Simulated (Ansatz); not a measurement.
LiF (rock salt, Fm-3m), DFT-r²SCAN in the program Ansatz with PAW potentials: ε∞ = 1.99, cell volume 15.88 Å³. Infrared-active transverse modes:

```json
[
 {"ω_TO (cm⁻¹)": "318.8", "oscillator strength S_xx (e²/amu)": "0.2141"}
]
```

Question: Compute the static dielectric constant.

Answer: Each mode adds (4.921e7/V) S/ω²: 6.53. So ε0 = 8.52.

Question: What LO frequency does the Lyddane–Sachs–Teller relation give?

Answer: ω_LO = ω_TO √(ε0/ε∞) = 659 cm⁻¹.

The cell was relaxed with r²SCAN under the symmetry of its start; phonons on a q-mesh show no instability.

Potentials: the later of the program's two PAW sets.
